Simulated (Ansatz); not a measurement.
Total density of states per atom from DFT-r²SCAN in the program Ansatz with PAW potentials, in 0.25 eV bins, energy from the Fermi level:

```csv
E (eV),states/eV/atom
-7.85,0.00
-7.60,0.01
-7.35,0.08
-7.10,0.28
-6.85,0.47
-6.60,0.72
-6.35,0.92
-6.10,0.64
-5.85,0.34
-5.60,0.37
-5.35,0.55
-5.10,0.59
-4.85,0.90
-4.60,1.07
-4.35,0.80
-4.10,0.90
-3.85,1.00
-3.60,0.94
-3.35,0.55
-3.10,0.35
-2.85,0.25
-2.60,0.14
-2.35,0.08
-2.10,0.03
-1.85,0.01
-1.60,0.01
-1.35,0.28
-1.10,0.59
-0.85,0.94
-0.60,1.08
-0.35,0.65
-0.10,0.47
0.15,0.59
0.40,0.50
0.65,0.79
0.90,1.12
1.15,1.19
1.40,1.11
1.65,2.01
1.90,1.82
2.15,1.34
2.40,1.21
2.65,0.72
2.90,0.97
```

**Question.** Pick the material that matches.
(A) TiCo, CsCl type
(B) TiO2, C2/m (Pearson symbol mS24)
(C) YMnO3, Pnma (Y on 4c, Mn on 4a, O on 4c, O on 8d)
(D) TiSe, Pnma (Ti on 4c, Se on 4c)

**Answer.** D, TiSe, Pnma (Ti on 4c, Se on 4c). Within 0.5 eV of the Fermi level: Ti 3d 89 %, Se 4p 6 %. Projections are on Löwdin-orthogonalised atomic valence shells; empty p or d shells of many metals are not among them.

The workflow started from an entry of the Crystallography Open Database (COD), which files this formula under 2 space groups. Whether it is the stable phase at ambient conditions was not checked. Symmetry was held in the r²SCAN relaxation; whether a distortion lowers the energy is not shown. The run is not spin-polarised. Spin–orbit coupling is left out wherever it is not named.

Potentials: the later of the program's two PAW sets.
